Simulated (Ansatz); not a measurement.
The start is a generated cell, SnTe built in the cinnabar structure type. The cell and all atomic positions are relaxed at zero pressure with PBEsol (plane waves to 420 eV, PAW, scalar-relativistic; Ansatz, a program for electronic structure). The first steps use a coarse 6×6×2 k-mesh.

Input geometry:
```yaml
crystal:
  lattice:
    - [4.83498, 0.00000, 0.00000]
    - [-2.41749, 4.18721, 0.00000]
    - [0.00000, 0.00000, 11.07670]
  atoms:
    - { symbol: Sn, position: [0.71980, 0.00000, 0.66667] }
    - { symbol: Sn, position: [0.00000, 0.71980, 0.33333] }
    - { symbol: Sn, position: [0.28020, 0.28020, 0.00000] }
    - { symbol: Te, position: [0.48890, 0.00000, 0.16667] }
    - { symbol: Te, position: [0.00000, 0.48890, 0.83333] }
    - { symbol: Te, position: [0.51110, 0.51110, 0.50000] }
```

```json
{
 "outcome": "The space group goes from P3₂21 (No. 154) to Fm-3m (No. 225); the end is rock salt type, with 2 atoms in the primitive cell",
 "band_gap_at_the_end": "no clear gap: the sampled points leave 0.16 eV away from the symmetry points, which may be a band crossing missed between them",
 "optimiser_moves": "10"
}
```

Final structure:

```cif
data_Sn4Te4
_chemical_formula_sum 'Sn4 Te4'
_space_group_name_H-M_alt 'Fm-3m'
_space_group_IT_number 225
_space_group_name_Hall '-F 4 2 3'
_cell_length_a 6.28888
_cell_length_b 6.28888
_cell_length_c 6.28888
_cell_angle_alpha 90.000
_cell_angle_beta 90.000
_cell_angle_gamma 90.000
loop_
_atom_site_label
_atom_site_type_symbol
_atom_site_symmetry_multiplicity
_atom_site_Wyckoff_symbol
_atom_site_fract_x
_atom_site_fract_y
_atom_site_fract_z
_atom_site_occupancy
Sn1 Sn 4 a 0.00000 0.00000 0.00000 1
Te1 Te 4 b 0.50000 0.50000 0.50000 1
```
(The calculation used a cell of 2 atoms; values per cell refer to that cell.)

Final values are on a 13×13×13 k-mesh of the relaxed cell. No spin polarisation in the result. Without spin-orbit coupling the bands of the heavy element are not split, so the gap can be far off.

The run could not lose the symmetry of its start; a randomly shaken copy of 4 atoms returns to this structure.
